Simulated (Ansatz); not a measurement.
An Ansatz input:

```yaml
crystal:
  lattice:
    - [0.0, 2.9689105632, 2.9689105632]
    - [2.9689105632, 0.0, 2.9689105632]
    - [2.9689105632, 2.9689105632, 0.0]
  atoms:
    - { symbol: Li, position: [0.125, 0.125, 0.125] }
    - { symbol: Li, position: [0.875, 0.875, 0.875] }
hamiltonian:
  xc: r2scan0
  pseudopotentials:
    kind: paw
    azcp:
      Li: "pseudopotentials/Li.paw.azcp"
basis:
  ecutwfc: 500
  fft_grid_basis: typed
kpoints:
  mp_grid: { grid: [5, 5, 5], shift: [0, 0, 0] }
magnetization:
  spin_polarized: false
scf:
  occupations: { method: fermi_dirac, width: 0.1 }
output:
  write_density: true
  write_potential: true
  elf: true
  volumetric_format: npy
```

Output

```
Engine: ansatz 0.2.0, aarch64-unknown-linux-gnu
Pseudopotentials: kind: paw
Pseudopotential: Li, paw, valence charge 3, recommended cutoff 500 eV (meta_gga) 
Functional definition: r2SCAN0
  parameter a = 0.25
  parameter k0 = 0.174
  parameter k1 = 0.065
  parameter a1 = 4.9479
  exchange = (1 - a)*r2scan_x(k0 = k0, k1 = k1, a1 = a1) + a*exact_x
  correlation = r2scan_c
Crystal: 2 atoms, lattice volume = 52.339 Å³
Basis set: ecut = 500 eV, 1363 PW (Γ), exchange–correlation on 128×128×128 points (64 copies of the dense FFT grid, shifted against one another)
Bands: 7, of which v1, the nominal top of the filled ones, is band 3 counted from 1 (2 counted from 0)
Symmetry: 48 space group operations
Space group: Fd-3m (ITA 227), of the structure as read, at distance tolerance 3.7e-5 Å
k-points: 10 of 125
Non-local potential: Li, projectors of the file, l = 0: 3, l = 1: 2, l = 2: 1
PAW form: soft (Blöchl's): semilocal exchange-correlation on the pseudo side does not see the compensation charge
PAW one-centre angular grid: Li, 302 points (default); XC on 327 of its mesh's 2665 points in the sphere
Initial density: superposition of atomic densities (neutral atoms: chi_scale 0, normalization atom), corrected by the library's trained network
Initial wavefunctions: pseudopotential atomic-orbital guess
Functional: x = r2scan, c = r2scan; τ floored in thin density (d = 2e-4 eV/Å³), warm-up for x = 0.75 r2scan + 0.25 exact, c = r2scan; τ floored in thin density (d = 2e-4 eV/Å³)
SCF iter   1: F=—  HF=-409.223782 eV  |F-HF|=—  |Δ(HF+E_count)|=         —  Δρ=2.58e-3  dr2=6.12e-3  dr2_τ=4.75e-4  ethr=1.77e-3  ⟨swp⟩=8.4  Hψ=397  notcnv=0
SCF iter   2: F=—  HF=-409.222806 eV  |F-HF|=—  |Δ(HF+E_count)|=   9.76e-4  Δρ=1.31e-3  dr2=1.60e-3  dr2_τ=2.76e-5  ethr=1.02e-4  ⟨swp⟩=4.0  Hψ=179  notcnv=0  defer=1
iter 3 solved again at ethr=1.55e-8 eV; its pass at ethr=2.66e-5 eV (dr2=9.31e-7 eV) is discarded
SCF iter   3: F=—  HF=-409.223165 eV  |F-HF|=—  |Δ(HF+E_count)|=   3.58e-4  Δρ=5.32e-5  dr2=1.59e-6  dr2_τ=3.32e-7  ethr=1.55e-8  ⟨swp⟩=4.1  Hψ=276  notcnv=0
eigensolver tolerance schedule calibrated: the retry pair's looser diagonalisation under-reported the residual by θ = 0.42 (0.13/decade); ethr = c·dr2/N_el runs at the constant in force after the calibration composes with the one it found (an armed cap, an earlier calibration), c = 6.0e-2
SCF iter   4: F=—  HF=-409.223155 eV  |F-HF|=—  |Δ(HF+E_count)|=   9.11e-6  Δρ=1.95e-5  dr2=2.83e-7  dr2_τ=8.83e-9  ethr=1.55e-8  ⟨swp⟩=4.0  Hψ=147  notcnv=0
SCF iter   5: F=—  HF=-409.223156 eV  |F-HF|=—  |Δ(HF+E_count)|=   1.64e-7  Δρ=6.04e-6  dr2=1.06e-8  dr2_τ=1.49e-9  ethr=2.85e-9  ⟨swp⟩=2.2  Hψ=105  notcnv=0
SCF iter   6: F=-409.223156 eV  HF=-409.223156 eV  |F-HF|=7.84e-11  |Δ(HF+E_count)|=   1.12e-8  Δρ=7.07e-7  dr2=6.47e-10  dr2_τ=5.29e-12  ethr=1.07e-10  ⟨swp⟩=4.0  Hψ=164  notcnv=0
SCF 1 converged in 6 iterations: F = -409.223156 eV  dr2 = 6.47e-10
Initial density: handed on by an earlier stage of this run
Initial wavefunctions: those handed on with the density
Functional: x = 0.75 r2scan + 0.25 exact, c = r2scan; τ floored in thin density (d = 2e-4 eV/Å³)
Frozen-core exchange: fock
iter 1 solved again at ethr=3.92e-7 eV; its pass at ethr=1.00e-1 eV (dr2=3.89e-5 eV) is discarded
SCF iter   1: F=—  HF=-409.132899 eV  |F-HF|=—  |Δ(HF+E_count)|=         —  Δρ=5.53e-4  dr2=4.33e-4  dr2_τ=9.10e-6  ethr=3.92e-7  ⟨swp⟩=6.3  Hψ=457  notcnv=0
SCF iter   2: F=—  HF=-409.132888 eV  |F-HF|=—  |Δ(HF+E_count)|=   1.09e-5  Δρ=2.60e-4  dr2=3.87e-4  dr2_τ=1.38e-6  ethr=3.92e-7  ⟨swp⟩=3.0  Hψ=129  notcnv=0
SCF iter   3: F=—  HF=-409.133982 eV  |F-HF|=—  |Δ(HF+E_count)|=   1.09e-3  Δρ=9.59e-5  dr2=7.37e-5  dr2_τ=9.87e-8  ethr=1.07e-7  ⟨swp⟩=4.0  Hψ=149  notcnv=0
SCF iter   4: F=—  HF=-409.134188 eV  |F-HF|=—  |Δ(HF+E_count)|=   2.06e-4  Δρ=8.98e-5  dr2=1.55e-5  dr2_τ=1.97e-8  ethr=5.77e-8  ⟨swp⟩=3.1  Hψ=119  notcnv=0
SCF iter   5: F=—  HF=-409.134179 eV  |F-HF|=—  |Δ(HF+E_count)|=   9.56e-6  Δρ=1.48e-5  dr2=7.55e-6  dr2_τ=3.96e-9  ethr=5.77e-8  ⟨swp⟩=3.3  Hψ=133  notcnv=0
Mixer restart at iter 5: flushing history
SCF iter   6: F=-409.134197 eV  HF=-409.134197 eV  |F-HF|=4.23e-7  |Δ(HF+E_count)|=   1.86e-5  Δρ=1.65e-5  dr2=3.84e-7  dr2_τ=1.74e-9  ethr=2.41e-9  ⟨swp⟩=3.9  Hψ=198  notcnv=0
SCF 2 stopped early in 6 iterations: F = -409.134197 eV  dr2 = 3.84e-7
hybrid outer 1: dexx = +2.038e-3 eV, tail = 1.52e-6 eV
Frozen-core exchange: fock
SCF iter   1: F=—  HF=-409.134194 eV  |F-HF|=—  |Δ(HF+E_count)|=         —  Δρ=1.09e-5  dr2=1.01e-6  dr2_τ=1.39e-10  ethr=1.27e-7  ⟨swp⟩=3.7  Hψ=177  notcnv=0
iter 2 solved again at ethr=1.54e-10 eV; its pass at ethr=2.52e-9 eV (dr2=9.26e-9 eV) is discarded
SCF iter   2: F=—  HF=-409.134208 eV  |F-HF|=—  |Δ(HF+E_count)|=   1.38e-5  Δρ=2.90e-6  dr2=3.34e-7  dr2_τ=2.71e-10  ethr=1.54e-10  ⟨swp⟩=2.0  Hψ=256  notcnv=0
SCF iter   3: F=-409.134209 eV  HF=-409.134209 eV  |F-HF|=5.97e-9  |Δ(HF+E_count)|=   6.31e-7  Δρ=2.77e-6  dr2=1.75e-8  dr2_τ=7.41e-11  ethr=1.53e-10  ⟨swp⟩=4.0  Hψ=133  notcnv=0
SCF 3 converged in 3 iterations: F = -409.134209 eV  dr2 = 1.75e-8
hybrid outer 2: dexx = +3.222e-8 eV, tail = 3.80e-8 eV, Δε = 1.96e-3 eV (about 5.73e-4 eV left of the loop's levels)
hybrid SCF converged: 2 outer / 9 inner (+6 warm-up), last move |dexx| = 3.22e-8 eV, tail = 3.80e-8 eV
Stability not checked: this state was not tested for a lower state beside it, because the functional holds exact exchange (a hybrid, or Hartree-Fock), whose exchange loop this test does not read (fock_operator; see scf.lower_state_search)
Free energy (F): -409.134209 eV
Frozen-core exchange: fock
Harris-Foulkes:  -409.134209 eV  (|F-HF|=5.97e-9)
Internal energy: -409.103466 eV  (E = F + TS)
E sigma→0 (E₀):  -409.118837 eV
Entropy (-TS):   -0.030743 eV (-15.372 meV/atom)
Fermi energy:    0.674675 eV
--- Per-component energies (eV) ---
  E_band       = -213.218326
  E_kinetic    = 41.465931
  E_local      = -292.766608  (includes V_loc(G=0)·N_el)
  E_nonlocal   = -66.652382
  E_hartree    = 88.451885
  E_xc         = -14.466253
  E_vxc        = -20.207710  (∫ρ·V_xc dr)
  E_exx        = -24.389483  (= α·E_x^exact, valence–valence)
  E_paw        = -23.175980  (= ΣΔE_a)
  E_vpaw       = -4.207393  (= ΣTr[D̂ρ^β])
  E_aug_tail   = -0.000204  (compensation charges beyond the density's cutoff)
  E_vtau       = 1.025838  (kinetic-family band-sum trace: ∫τ·v_τ [+ j·A + Jᵃ·Aᵃ] dr)
  E_ewald      = -117.570372
  E_smearing   = -0.030743  (= −TS)
  E_closure    = -0.000000  (closes the sum)
  Σ components = -409.134209   (vs F -409.134209, Δ=0.00e0)
--- Band table (eV; the first three rows and the last of 10) ---
  k-point 0: bands = ["-52.5803", "-52.5112", "-4.1612", "7.3552", "7.3552"]
  k-point 1: bands = ["-52.5749", "-52.5158", "-3.6247", "4.4976", "6.4851"]
  k-point 2: bands = ["-52.5641", "-52.5256", "-2.0650", "1.2805", "5.9512"]
  k-point 9: bands = ["-52.5531", "-52.5362", "-0.5442", "2.4069", "2.5212"]
  guard bands above this table: 2 of the run's 7 bands. The solve was not asked for them (output.publish_guard_bands: true or output.eigenvalues: true publishes all)
```

Launched by

```sh
ansatz run input.yaml --threads 4 --pin off --max-ram 8192MiB --backend cpu --events-out ev --progress --plain --runs-dir out
```

On 4 threads of Arm Neoverse V1 (shared host) this took about 3.3 s of wall time and 11 s of CPU time, with 0.74 GiB at the peak.
